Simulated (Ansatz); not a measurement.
The start is a relaxed Ru cell shaken by Gaussian noise of σ = 0.08 Å a coordinate. The structure is fully relaxed (lattice and positions, P = 0) with r2SCAN (plane waves to 500 eV, PAW, scalar-relativistic; Ansatz, an electronic-structure program). The first steps use a coarse 8×8×8 k-mesh.

Starting cell:
```
CELL_PARAMETERS angstrom
     -3.01802     3.01802     3.01802
      3.01802    -3.01802     3.01802
      3.01802     3.01802    -3.01802
ATOMIC_POSITIONS crystal
  Ru 0.45858 0.46080 0.43568
  Ru 0.49524 0.01181 0.08554
  Ru 0.99887 0.05140 0.50724
  Ru 0.04372 0.47661 0.99054
  Ru 0.90576 0.89712 0.89745
  Ru 0.51039 0.00368 0.58786
  Ru 0.99006 0.58854 0.50801
  Ru 0.56513 0.49856 0.99159
```

* **Energy released**: 0.16 eV/atom
* **Relative to the parent**: The parent structure is recovered, I-43d (No. 220)
* **Shortest distances (start → end)**: The closest pairs of elements (up to four, under 3.6 Å), start → end: Ru–Ru 2.35 → 2.61 Å
* **Band gap at the end**: no gap (metallic)
* **Optimiser moves**: 6

Final values are on a 11×11×11 k-mesh of the relaxed cell. No spin polarisation in the result.

The relaxed structure here is a generated cell of Ru: the first start was made by placing the elements on the sites of a structure type, and the end was not matched to a known phase here, so it may be hypothetical. Known forms of Ru include space group No. 194.
